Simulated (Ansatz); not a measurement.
Geometry optimisation in Ansatz: input, command and trajectory.

```yaml
crystal:
  lattice:
    - [-1.5080001529, 1.5080001529, 2.1072499549]
    - [1.5080001529, -1.5080001529, 2.1072499549]
    - [1.5080001529, 1.5080001529, -2.1072499549]
  atoms:
    - { symbol: Co, position: [0.0, 0.0, 0.0], spin: 2.73 }
    - { symbol: O, position: [0.5, 0.5, 0.0], spin: 0.35 }
basis:
  ecutwfc: 420
kpoints:
  mp_grid: { grid: [20, 20, 20] }
hamiltonian:
  xc: lda
scf:
  occupations: { method: gaussian, width: 0.1 }
output:
  forces: true
  stress: true
  eigenvalues: true
  populations: true
magnetization:
  spin_polarized: true
relax:
  adjacent_minimum: "off"
  f_tol: 0.005
  max_steps: 50
  cell: { stress_tol: 0.05 }
```

```bash
ansatz run input.yaml --threads 1 --pin off --max-ram 2560MiB --backend cpu --events-out ev --progress --plain --runs-dir out
```

Computed with DFT LDA, scalar-relativistic, plane waves, PAW in Ansatz 0.2.0.

Of 9 frames 9 are shown, positions in Å and forces in eV/Å; the SCF threshold varies from step to step. Steps run on the plane waves of an earlier cell, with a Pulay correction in the pressure. The basis is chosen afresh for the last frame, the zero of the energies, and at times for earlier ones too; energy and pressure step there, also at an unchanged geometry. Here that happened at step 6 (4 meV/atom, -0.8 GPa); the frames before carry an error of that size.

```xyz
2
Lattice="-1.5080 1.5080 2.1073 1.5080 -1.5080 2.1073 1.5080 1.5080 -2.1073" Properties=species:S:1:pos:R:3:forces:R:3 pbc="T T T" step=1 free_energy_over_end_meV_per_atom=69.04 pressure_GPa=-17.92
Co    0.0000    0.0000    0.0000    0.0000    0.0000    0.0000
O     0.0000    0.0000    2.1073    0.0000    0.0000    0.0000
2
Lattice="-1.4816 1.4816 2.0724 1.4816 -1.4816 2.0724 1.4816 1.4816 -2.0724" Properties=species:S:1:pos:R:3:forces:R:3 pbc="T T T" step=2 free_energy_over_end_meV_per_atom=21.91 pressure_GPa=-11.02
Co    0.0000    0.0000    0.0000    0.0000    0.0000    0.0000
O     0.0000    0.0000    2.0724    0.0000    0.0000    0.0000
2
Lattice="-1.4420 1.4420 2.0242 1.4420 -1.4420 2.0242 1.4420 1.4420 -2.0242" Properties=species:S:1:pos:R:3:forces:R:3 pbc="T T T" step=3 free_energy_over_end_meV_per_atom=-3.96 pressure_GPa=1.58
Co    0.0000    0.0000    0.0000    0.0000    0.0000    0.0000
O     0.0000    0.0000    2.0242    0.0000    0.0000    0.0000
2
Lattice="-1.4457 1.4457 2.0323 1.4457 -1.4457 2.0323 1.4457 1.4457 -2.0323" Properties=species:S:1:pos:R:3:forces:R:3 pbc="T T T" step=4 free_energy_over_end_meV_per_atom=-3.84 pressure_GPa=0.09
Co    0.0000    0.0000    0.0000    0.0000    0.0000    0.0000
O     0.0000    0.0000    2.0323    0.0000    0.0000    0.0000
2
Lattice="-1.4437 1.4437 2.0391 1.4437 -1.4437 2.0391 1.4437 1.4437 -2.0391" Properties=species:S:1:pos:R:3:forces:R:3 pbc="T T T" step=5 free_energy_over_end_meV_per_atom=-3.87 pressure_GPa=0.01
Co    0.0000    0.0000    0.0000    0.0000    0.0000    0.0000
O     0.0000    0.0000    2.0391    0.0000    0.0000    0.0000
2
Lattice="-1.4437 1.4437 2.0391 1.4437 -1.4437 2.0391 1.4437 1.4437 -2.0391" Properties=species:S:1:pos:R:3:forces:R:3 pbc="T T T" step=6 free_energy_over_end_meV_per_atom=0.13 pressure_GPa=-0.81
Co    0.0000    0.0000    0.0000    0.0000    0.0000    0.0000
O     0.0000    0.0000    2.0391    0.0000    0.0000    0.0000
2
Lattice="-1.4406 1.4406 2.0376 1.4406 -1.4406 2.0376 1.4406 1.4406 -2.0376" Properties=species:S:1:pos:R:3:forces:R:3 pbc="T T T" step=7 free_energy_over_end_meV_per_atom=-0.26 pressure_GPa=-0.05
Co    0.0000    0.0000    0.0000    0.0000    0.0000    0.0000
O     0.0000    0.0000    2.0376    0.0000    0.0000    0.0000
2
Lattice="-1.4406 1.4406 2.0370 1.4406 -1.4406 2.0370 1.4406 1.4406 -2.0370" Properties=species:S:1:pos:R:3:forces:R:3 pbc="T T T" step=8 free_energy_over_end_meV_per_atom=-0.28 pressure_GPa=0.00
Co    0.0000    0.0000    0.0000    0.0000    0.0000    0.0000
O     0.0000    0.0000    2.0370    0.0000    0.0000    0.0000
2
Lattice="-1.4406 1.4406 2.0370 1.4406 -1.4406 2.0370 1.4406 1.4406 -2.0370" Properties=species:S:1:pos:R:3:forces:R:3 pbc="T T T" step=9 free_energy_over_end_meV_per_atom=0.00 pressure_GPa=-0.04
Co    0.0000    0.0000    0.0000    0.0000    0.0000    0.0000
O     0.0000    0.0000    2.0370    0.0000    0.0000    0.0000
```

Time: 5 min on 1 thread of Intel(R) Xeon(R) Platinum 8259CL CPU @ 2.50GHz (Skylake/Cascade Lake) (shared host), peak memory 0.9 GiB.

The cell holds one magnetic atom, so it can only be ferromagnetic; an antiferromagnetic order may lie lower.